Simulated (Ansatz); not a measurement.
AlIr:
Space group Cmcm (No. 63); a = 2.8278 Å, b = 9.5440 Å, c = 4.1415 Å, α = 90.00°, β = 90.00°, γ = 90.00°

| atom | site | symmetry | x | y | z |
|---|---|---|---|---|---|
| Al | 4c | m2m | 0.0000 | 0.4142 | 0.2500 |
| Ir | 4c | m2m | 0.0000 | 0.1511 | 0.2500 |
(The calculation used a cell of 4 atoms; values per cell refer to that cell.)

Relaxed with r²SCAN.

Question: Tabulate the valence density and the electron localisation function along the shortest Al–Ir contact (2.51 Å), DFT-r²SCAN in the program Ansatz with PAW potentials.

Answer: 

| distance from Al (Å) | density (e/Å³) | ELF |
|---|---|---|
| 0.25 | 0.06 | 0.04 |
| 0.38 | 0.07 | 0.01 |
| 0.50 | 0.10 | 0.02 |
| 0.63 | 0.16 | 0.13 |
| 0.75 | 0.22 | 0.35 |
| 0.88 | 0.28 | 0.52 |
| 1.00 | 0.33 | 0.57 |
| 1.13 | 0.38 | 0.54 |
| 1.26 | 0.46 | 0.48 |
| 1.38 | 0.60 | 0.41 |
| 1.51 | 0.88 | 0.40 |
| 1.63 | 1.47 | 0.46 |
| 1.76 | 2.65 | 0.56 |
| 1.88 | 4.43 | 0.64 |
| 2.01 | 6.42 | 0.66 |
| 2.13 | 8.02 | 0.61 |
| 2.26 | 8.81 | 0.49 |

The density is the valence pseudo-density with augmentation charge, so density and ELF within about 1 Å of a nucleus are not all-electron values.

The start of the workflow was typed in or built on a structure type; neither database checked (COD, Materials Project) lists it. Whether it is the stable phase at ambient conditions was not checked. The r²SCAN relaxation kept the symmetry of its start; its stability against distortions is not shown here. No spin polarisation was allowed. Axis ratios of metals converge slowly with the k-mesh, so a and c are less sure than the volume. Spin–orbit coupling is left out wherever it is not named.

Potentials: the later of the program's two PAW sets.
